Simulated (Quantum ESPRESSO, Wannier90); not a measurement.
# Tight-binding from DFT: KTaO3 (cubic perovskite)

Structure: Materials Project mp-3614, symmetrised, not relaxed again. COD (Crystallography Open Database) records the formula in this space group. Ideal cubic forms of this type are often high-temperature phases that distort on cooling; symmetry holds the cell here, and its stability was not tested. Computed values, not measurements, from PBEsol: Quantum ESPRESSO (norm-conserving PseudoDojo potentials, cutoff 68 Ry, spinors with spin-orbit coupling) on a Γ-centred 6×6×6 mesh, then Wannier90. Density: 8×8×8 mesh, cold smearing 0.01 Ry.

On the energy scale of pw.x, whose zero is arbitrary, the valence-band maximum lies at 8.57 eV.

Input w.win:

```
num_bands = 54
num_wann = 28
exclude_bands = 1-22
spinors = true
num_iter = 400
conv_tol = 1.0e-6
conv_window = 4
dis_num_iter = 600
dis_conv_tol = 1.0e-6
dis_froz_max = 13.07
write_hr = true
write_u_matrices = true
begin projections
f=-0.00292,0.01003,-0.00689: d
f=-0.01048,0.50573,0.00374: p
f=0.50581,0.00220,0.01087: p
f=-0.00723,0.01021,0.50031: p
end projections
begin unit_cell_cart
ang
    3.9948800000    0.0000000000    0.0000000000
    0.0000000000    3.9948800000    0.0000000000
    0.0000000000    0.0000000000    3.9948800000
end unit_cell_cart
begin atoms_frac
K    0.5000000000  0.5000000000  0.5000000000
Ta   0.0000000000  0.0000000000  0.0000000000
O    0.0000000000  0.5000000000  0.0000000000
O    0.5000000000  0.0000000000  0.0000000000
O    0.0000000000  0.0000000000  0.5000000000
end atoms_frac
mp_grid = 6 6 6
begin kpoints
0.0000000000 0.0000000000 0.0000000000
0.0000000000 0.0000000000 0.1666666667
0.0000000000 0.0000000000 0.3333333333
... (213 more lines: the 6x6x6 mesh through Gamma)
end kpoints
```

Input of pw2wannier90.x that gives the overlap and projection files (equivalent; here they were cut from one run over all bands):

```
&inputpp
  outdir = './out'
  prefix = 'pwscf'
  seedname = 'w'
  write_amn = .true.
  write_mmn = .true.
/
```

Output w.wout (banner and timings cut):

```
                                    ------
                                    SYSTEM
                                    ------

                              Lattice Vectors (Ang)
                    a_1     3.994880   0.000000   0.000000
                    a_2     0.000000   3.994880   0.000000
                    a_3     0.000000   0.000000   3.994880

                   Unit Cell Volume:      63.75455  (Ang^3)

                        Reciprocal-Space Vectors (Ang^-1)
                    b_1     1.572810   0.000000   0.000000
                    b_2     0.000000   1.572810   0.000000
                    b_3     0.000000   0.000000   1.572810

 *----------------------------------------------------------------------------*
 |   Site       Fractional Coordinate          Cartesian Coordinate (Ang)     |
 +----------------------------------------------------------------------------+
 | k    1   0.50000   0.50000   0.50000   |    1.99744   1.99744   1.99744    |
 | ta   1   0.00000   0.00000   0.00000   |    0.00000   0.00000   0.00000    |
 | o    1   0.00000   0.50000   0.00000   |    0.00000   1.99744   0.00000    |
 | o    2   0.50000   0.00000   0.00000   |    1.99744   0.00000   0.00000    |
 | o    3   0.00000   0.00000   0.50000   |    0.00000   0.00000   1.99744    |
 *----------------------------------------------------------------------------*
                                ------------
                                K-POINT GRID
                                ------------

             Grid size =  6 x  6 x  6      Total points =  216

 *---------------------------------- MAIN ------------------------------------*
 |  Number of Wannier Functions               :                28             |
 |  Number of Objective Wannier Functions     :                28             |
 |  Number of input Bloch states              :                54             |
 |  Output verbosity (1=low, 5=high)          :                 1             |
 |  Timing Level (1=low, 5=high)              :                 1             |
 |  Optimisation (0=memory, 3=speed)          :                 3             |
 |  Length Unit                               :               Ang             |
 |  Post-processing setup (write *.nnkp)      :                 F             |
 |  Using Gamma-only branch of algorithms     :                 F             |
 *----------------------------------------------------------------------------*
 *------------------------------- WANNIERISE ---------------------------------*
 |  Total number of iterations                :               400             |
 |  Number of CG steps before reset           :                 5             |
 |  Trial step length for line search         :             2.000             |
 |  Convergence tolerence                     :         0.100E-05             |
 |  Convergence window                        :                 4             |
 |  Iterations between writing output         :                 1             |
 |  Iterations between backing up to disk     :               100             |
 |  Write r^2_nm to file                      :                 F             |
 |  Write xyz WF centres to file              :                 F             |
 |  Write on-site energies <0n|H|0n> to file  :                 F             |
 |  Use guiding centre to control phases      :                 F             |
 |  Use phases for initial projections        :                 F             |
 *----------------------------------------------------------------------------*
 *------------------------------- DISENTANGLE --------------------------------*
 |  Using band disentanglement                :                 T             |
 |  Total number of iterations                :               600             |
 |  Mixing ratio                              :             0.500             |
 |  Convergence tolerence                     :         1.000E-06             |
 |  Convergence window                        :                 3             |
 *----------------------------------------------------------------------------*
 *-------------------------------- PLOTTING ----------------------------------*
 |  Plotting Hamiltonian in WF basis          :                 T             |
 *----------------------------------------------------------------------------*

 *---------------------------------- K-MESH ----------------------------------*
 +----------------------------------------------------------------------------+
 |                    Distance to Nearest-Neighbour Shells                    |
 |                    ------------------------------------                    |
 |          Shell             Distance (Ang^-1)          Multiplicity         |
 |          -----             -----------------          ------------         |
 |             1                   0.262135                      6            |
 |             2                   0.370715                     12            |
 |             3                   0.454031                      8            |
 |             4                   0.524270                      6            |
 |             5                   0.586152                     24            |
 |             6                   0.642097                     24            |
 |             7                   0.741430                     12            |
 |             8                   0.786405                     30            |
       ... (lines left out)
 +----------------------------------------------------------------------------+
 | The b-vectors are chosen automatically                                     |
 | The following shells are used:                       1                     |
 +----------------------------------------------------------------------------+
 |                        Shell   # Nearest-Neighbours                        |
 |                        -----   --------------------                        |
 |                          1               6                                 |
 +----------------------------------------------------------------------------+
 | Completeness relation is fully satisfied [Eq. (B1), PRB 56, 12847 (1997)]  |
 +----------------------------------------------------------------------------+
 |                  b_k Vectors (Ang^-1) and Weights (Ang^2)                  |
 |                  ----------------------------------------                  |
 |            No.         b_k(x)      b_k(y)      b_k(z)        w_b           |
 |            ---        --------------------------------     --------        |
 |             1         0.000000    0.000000    0.262135     7.276462        |
 |             2         0.000000    0.262135    0.000000     7.276462        |
 |             3         0.262135    0.000000    0.000000     7.276462        |
 |             4         0.000000    0.000000   -0.262135     7.276462        |
 |             5         0.000000   -0.262135    0.000000     7.276462        |
 |             6        -0.262135    0.000000    0.000000     7.276462        |
 +----------------------------------------------------------------------------+
 |                           b_k Directions (Ang^-1)                          |
 |                           -----------------------                          |
 |            No.           x           y           z                         |
 |            ---        --------------------------------                     |
 |             1         0.000000    0.000000    0.262135                     |
 |             2         0.000000    0.262135    0.000000                     |
 |             3         0.262135    0.000000    0.000000                     |
 +----------------------------------------------------------------------------+

 Starting a new Wannier90 calculation ...

 Reading overlaps from w.mmn

 Reading projections from w.amn

 *------------------------------- DISENTANGLE --------------------------------*
 +----------------------------------------------------------------------------+
 |                              Energy  Windows                               |
 |                              ---------------                               |
 |                   Outer:    3.01296  to   29.72536  (eV)                   |
 |                   Inner:    3.01296  to   13.07000  (eV)                   |
 +----------------------------------------------------------------------------+
   Number of target bands to extract:   28

                   Unitarised projection of Wannier functions
                   ------------------------------------------
   A_mn = <psi_m|g_n> --> S = A.A^+ --> U = S^-1/2.A
   In dis_project... done
   Using an inner window (linner = T)
   In dis_proj_froz... done

                   Extraction of optimally-connected subspace
                   ------------------------------------------
 +---------------------------------------------------------------------+<-- DIS
 |  Iter     Omega_I(i-1)      Omega_I(i)      Delta (frac.)           |<-- DIS
 +---------------------------------------------------------------------+<-- DIS
       1      28.43504993      27.91904085       1.848E-02    <-- DIS
       2      27.92845463      27.77821668       5.408E-03    <-- DIS
       3      27.82059023      27.69093948       4.682E-03    <-- DIS
       4      27.72904979      27.62764625       3.670E-03    <-- DIS
       5      27.65792431      27.57990066       2.829E-03    <-- DIS
       6      27.60338579      27.54291477       2.196E-03    <-- DIS
       ... (lines left out)
      97      27.35348020      27.35345362       9.718E-07    <-- DIS
      98      27.35347523      27.35345010       9.189E-07    <-- DIS
      99      27.35347050      27.35344673       8.691E-07    <-- DIS

             <<<      Delta < 1.000E-06  over  3 iterations     >>>
             <<< Disentanglement convergence criteria satisfied >>>

        Final Omega_I    27.35344673 (Ang^2)

 +----------------------------------------------------------------------------+

 Writing checkpoint file w.chk... done

 *------------------------------- WANNIERISE ---------------------------------*
 +--------------------------------------------------------------------+<-- CONV
 | Iter  Delta Spread     RMS Gradient      Spread (Ang^2)            |<-- CONV
 +--------------------------------------------------------------------+<-- CONV

 ------------------------------------------------------------------------------
 Initial State
  WF centre and spread    1  (  0.000185,  0.000147,  0.000121 )     1.08221581
  WF centre and spread    2  (  0.000185,  0.000147,  0.000121 )     1.08221582
  WF centre and spread    3  (  0.001585,  0.000009, -0.002511 )     1.36075104
  WF centre and spread    4  (  0.001585,  0.000009, -0.002511 )     1.36075104
  WF centre and spread    5  (  0.000009, -0.000720, -0.001553 )     1.36131721
  WF centre and spread    6  (  0.000009, -0.000720, -0.001553 )     1.36131721
  WF centre and spread    7  (  0.000428,  0.000237,  0.000293 )     1.08324847
  WF centre and spread    8  (  0.000428,  0.000237,  0.000293 )     1.08324847
  WF centre and spread    9  (  0.002039,  0.000362, -0.000037 )     1.36117429
  WF centre and spread   10  (  0.002039,  0.000362, -0.000037 )     1.36117429
  WF centre and spread   11  ( -0.000388,  1.996948, -0.000236 )     0.89297206
  WF centre and spread   12  ( -0.000388,  1.996948, -0.000236 )     0.89297206
  WF centre and spread   13  ( -0.000484,  1.997219,  0.000119 )     0.89283094
  WF centre and spread   14  ( -0.000484,  1.997219,  0.000119 )     0.89283094
  WF centre and spread   15  ( -0.001738,  1.996511,  0.000750 )     0.78683434
  WF centre and spread   16  ( -0.001738,  1.996511,  0.000750 )     0.78683433
  WF centre and spread   17  (  1.997584,  0.000064,  0.000110 )     0.89207926
  WF centre and spread   18  (  1.997584,  0.000064,  0.000110 )     0.89207926
  WF centre and spread   19  (  1.997198, -0.000280,  0.002186 )     0.78440675
  WF centre and spread   20  (  1.997198, -0.000280,  0.002186 )     0.78440675
  WF centre and spread   21  (  1.997691,  0.000547,  0.000395 )     0.89197693
  WF centre and spread   22  (  1.997691,  0.000547,  0.000395 )     0.89197693
  WF centre and spread   23  ( -0.001078,  0.001338,  1.998398 )     0.78495738
  WF centre and spread   24  ( -0.001078,  0.001338,  1.998398 )     0.78495738
  WF centre and spread   25  ( -0.000330,  0.000375,  1.997141 )     0.89224744
  WF centre and spread   26  ( -0.000330,  0.000375,  1.997141 )     0.89224744
  WF centre and spread   27  ( -0.000263,  0.000939,  1.997379 )     0.89225490
  WF centre and spread   28  ( -0.000263,  0.000939,  1.997379 )     0.89225490
  Sum of centres and spreads ( 11.984873, 11.987393, 11.985109 )    27.91853364

      0     0.279E+02     0.0000000000       27.9185336076  <-- CONV
        O_D=      0.0022385 O_OD=      0.5628484 O_TOT=     27.9185336 <-- SPRD
 ------------------------------------------------------------------------------
      1    -0.387E-01     0.1254813631       27.8798437459  <-- CONV
        O_D=      0.0007699 O_OD=      0.5256271 O_TOT=     27.8798437 <-- SPRD
      2    -0.130E-01     0.1258354774       27.8668238485  <-- CONV
        O_D=      0.0004618 O_OD=      0.5129153 O_TOT=     27.8668238 <-- SPRD
      3    -0.802E-02     0.0857422846       27.8588015315  <-- CONV
        O_D=      0.0004175 O_OD=      0.5049373 O_TOT=     27.8588015 <-- SPRD
      4    -0.812E-02     0.0789968464       27.8506824474  <-- CONV
        O_D=      0.0004642 O_OD=      0.4967715 O_TOT=     27.8506824 <-- SPRD
      5    -0.702E-02     0.0787642549       27.8436629769  <-- CONV
        O_D=      0.0004931 O_OD=      0.4897231 O_TOT=     27.8436630 <-- SPRD
       ... (lines left out)
     23    -0.664E-06     0.0007966072       27.8368303691  <-- CONV
        O_D=      0.0001804 O_OD=      0.4832032 O_TOT=     27.8368304 <-- SPRD
     24    -0.388E-06     0.0006385089       27.8368299814  <-- CONV
        O_D=      0.0001804 O_OD=      0.4832028 O_TOT=     27.8368300 <-- SPRD
     25    -0.240E-06     0.0005582822       27.8368297418  <-- CONV
        O_D=      0.0001804 O_OD=      0.4832026 O_TOT=     27.8368297 <-- SPRD
             <<<     Delta < 1.000E-06  over  4 iterations     >>>
             <<< Wannierisation convergence criteria satisfied >>>
 Final State
  WF centre and spread    1  (  0.000016,  0.000057,  0.000468 )     1.08282689
  WF centre and spread    2  (  0.000016,  0.000057,  0.000468 )     1.08282690
  WF centre and spread    3  (  0.000018,  0.000017, -0.000262 )     1.36355010
  WF centre and spread    4  (  0.000018,  0.000017, -0.000262 )     1.36355010
  WF centre and spread    5  (  0.000013,  0.000040, -0.000134 )     1.36355337
  WF centre and spread    6  (  0.000013,  0.000040, -0.000134 )     1.36355337
  WF centre and spread    7  ( -0.000084, -0.000166, -0.000011 )     1.08283193
  WF centre and spread    8  ( -0.000084, -0.000166, -0.000011 )     1.08283193
  WF centre and spread    9  (  0.000076,  0.000184, -0.000039 )     1.36355100
  WF centre and spread   10  (  0.000076,  0.000184, -0.000039 )     1.36355100
  WF centre and spread   11  ( -0.000006,  1.997455, -0.000026 )     0.88782220
  WF centre and spread   12  ( -0.000006,  1.997455, -0.000026 )     0.88782220
  WF centre and spread   13  (  0.000000,  1.997478,  0.000018 )     0.88782300
  WF centre and spread   14  (  0.000000,  1.997478,  0.000018 )     0.88782300
  WF centre and spread   15  ( -0.000121,  1.997376,  0.000096 )     0.77852599
  WF centre and spread   16  ( -0.000121,  1.997376,  0.000096 )     0.77852599
  WF centre and spread   17  (  1.997444, -0.000006, -0.000022 )     0.88782143
  WF centre and spread   18  (  1.997444, -0.000006, -0.000022 )     0.88782143
  WF centre and spread   19  (  1.997402, -0.000246,  0.000428 )     0.77822232
  WF centre and spread   20  (  1.997402, -0.000246,  0.000428 )     0.77822232
  WF centre and spread   21  (  1.997453, -0.000007,  0.000016 )     0.88782332
  WF centre and spread   22  (  1.997453, -0.000007,  0.000016 )     0.88782332
  WF centre and spread   23  (  0.000030,  0.000127,  1.997703 )     0.77841607
  WF centre and spread   24  (  0.000030,  0.000127,  1.997703 )     0.77841607
  WF centre and spread   25  (  0.000002, -0.000007,  1.997393 )     0.88782308
  WF centre and spread   26  (  0.000002, -0.000007,  1.997393 )     0.88782308
  WF centre and spread   27  ( -0.000006, -0.000002,  1.997413 )     0.88782419
  WF centre and spread   28  ( -0.000006, -0.000002,  1.997413 )     0.88782419
  Sum of centres and spreads ( 11.984472, 11.984600, 11.986082 )    27.83682977

         Spreads (Ang^2)       Omega I      =    27.353446729
        ================       Omega D      =     0.000180391
                               Omega OD     =     0.483202622
    Final Spread (Ang^2)       Omega Total  =    27.836829742
```
